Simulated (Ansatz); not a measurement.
**Bands of TlAg$_{3}$Te$_{2}$**

```
Tl Ag Te
1.0
     2.30000   -7.72500    0.00000
     2.30000    7.72500    0.00000
     0.00000    0.00000    4.76000
Tl Ag Te
1 3 2
Direct
  0.00000 0.00000 0.00000
  0.50000 0.50000 0.50000
  0.31500 0.68500 0.00000
  0.68500 0.31500 0.00000
  0.12500 0.87500 0.50000
  0.87500 0.12500 0.50000
```

Atom numbers follow the list: Tl1, Ag2, Ag3, Ag4, Te5, Te6.

The cell comes from COD entry 1510042, which wasn't checked; take it as a given geometry.

Spin–orbit coupling is left out, though it moves levels of the heavy atoms by tenths of an eV or more.

These are results of DFT, PBE, all-electron LAPW, scalar-relativistic in Ansatz 0.2.0, not measurements.

Numerical set-up: a Γ-centred 7×7×7 k mesh, Fermi–Dirac smearing of 0.03 eV, basis error target 0.5 meV/atom, no spin polarisation.

Points in fractions of the reciprocal vectors of this cell: Γ (0, 0, 0), Y (-0.5, 0.5, 0), C0 (-0.272, 0.728, 0), Σ0 (0.272, 0.272, 0), Z (0, 0, 0.5), A0 (0.272, 0.272, 0.5), E0 (-0.272, 0.728, 0.5), T (-0.5, 0.5, 0.5). The path joins them by straight lines in the order Γ–Y–C0–Σ0–Γ–Z–A0–E0–T; legs that retrace an earlier one aren't tabulated. Energies are in eV from the Fermi level.

(1) Is there a gap?

(2) List the levels between -8 and 6 eV at the symmetry points.

Results:

(1) None at this level of theory (metallic, semimetallic, or a small gap that the functional closes).

(2) 
Γ: -6.26, -4.74, -4.60, -4.28, -4.12 (×2), -4.07, -3.96, -3.86, -3.77, -3.74, -3.46, -3.40, -3.39 (×2), -3.18, -2.75, -2.19, -1.72, -0.76, -0.72, -0.62, 0.19, 0.44, 2.53, 2.81, 3.49 (×2), 4.59, 5.98, 5.99
Y: -6.01, -4.73, -4.46, -4.26, -4.18, -4.15, -4.12, -3.98, -3.76, -3.76, -3.63, -3.59, -3.41, -3.39, -3.36, -3.17, -2.83, -2.21, -2.21, -1.31, -0.57, -0.39, -0.06, 0.79, 3.15, 3.53, 3.57, 3.70, 3.89, 5.14, 5.92
C0: -5.50, -4.93, -4.66, -4.48, -4.32, -4.21, -4.13, -3.94, -3.93, -3.93, -3.92, -3.85, -3.63, -3.49, -3.40, -3.34, -3.28, -2.81, -1.40, -1.32, -1.03, -0.53, 0.78, 1.10, 2.29, 3.59, 3.65, 4.43, 4.90, 4.95, 5.09
Σ0: -5.50, -4.93, -4.66, -4.48, -4.32, -4.21, -4.13, -3.94, -3.93, -3.93, -3.92, -3.85, -3.63, -3.49, -3.40, -3.34, -3.28, -2.81, -1.40, -1.32, -1.03, -0.53, 0.78, 1.10, 2.29, 3.59, 3.65, 4.43, 4.90, 4.95, 5.09
Z: -7.10, -5.02, -4.81, -4.67, -4.35, -4.21, -4.13, -4.11, -3.98, -3.83 (×2), -3.61, -3.40, -3.38, -3.35, -3.17, -2.81, -2.73, -2.31, -1.12, -0.33, 0.10, 1.23, 2.24, 3.27, 3.46, 3.53, 3.99, 4.11, 5.22, 5.79
A0: -6.90, -4.70, -4.36, -4.26, -4.25, -4.06, -4.00, -3.97, -3.90, -3.73, -3.69, -3.66, -3.55, -3.40, -3.36, -3.28, -3.03, -2.90, -2.55, -2.50, -1.65, -0.46, -0.11, 0.28, 2.03, 2.16, 3.50, 5.45, 5.65
E0: -6.90, -4.70, -4.36, -4.26, -4.25, -4.06, -4.00, -3.97, -3.90, -3.73, -3.69, -3.66, -3.55, -3.40, -3.36, -3.28, -3.03, -2.90, -2.55, -2.50, -1.65, -0.46, -0.11, 0.28, 2.03, 2.16, 3.50, 5.45, 5.65
T: -7.00, -5.00, -4.78, -4.76, -4.39, -4.14, -4.09, -4.07, -4.04, -4.01, -3.87, -3.48, -3.45, -3.36, -3.32, -3.16, -3.05, -2.83, -1.44, -1.19, -0.11, 0.27, 0.36, 2.14, 2.72, 2.80, 3.44, 4.46, 5.14, 5.71, 5.74
